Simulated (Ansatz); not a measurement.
La2O3:
```xyz
5
Lattice="3.9404 0.0000 0.0000 -1.9702 3.4125 0.0000 0.0000 0.0000 6.1875" Properties=species:S:1:pos:R:3 pbc="T T T"
La     1.9702     1.1375     4.6569
La     0.0000     2.2750     1.5306
O      1.9702     1.1375     2.1947
O      0.0000     2.2750     3.9928
O      0.0000     0.0000     0.0000
```

Relaxed with PBE. Special points in fractions of this cell's reciprocal vectors: Γ (0.000, 0.000, 0.000); M (0.500, 0.000, 0.000); K (0.333, 0.333, 0.000); A (0.000, 0.000, 0.500); L (0.500, 0.000, 0.500); H (0.333, 0.333, 0.500).

Problem. List the band energies nearest the valence-band maximum at these points for plane-wave PAW PBE (Ansatz code).

Solution. In eV from the valence-band maximum; about four levels below and three above (degenerate sets whole), none deeper than 8.9 eV; points with the same levels are listed once.

```csv
k,below,above
Γ,-1.61 -0.35 -0.35 -0.09,4.23 4.59 4.59
M,-0.71 -0.65 -0.39 -0.29,3.83 4.63 5.03
K,-0.79 -0.79 -0.77 -0.11,3.86 4.68 4.68
A,-0.97 -0.75 -0.26 -0.26,4.60 4.68 4.68
L,-0.95 -0.68 -0.35 0.00,4.33 4.55 4.94
H,-0.54 -0.27 -0.27 -0.23,4.21 4.78 4.82 4.82
```

Space group P-3m1 (La2O3 or Ni2Al3 type). The PBE relaxation kept the symmetry of its start. Scalar-relativistic: spin–orbit coupling is off unless named, which matters more the heavier the elements.

Potentials: the later of the program's two PAW sets.
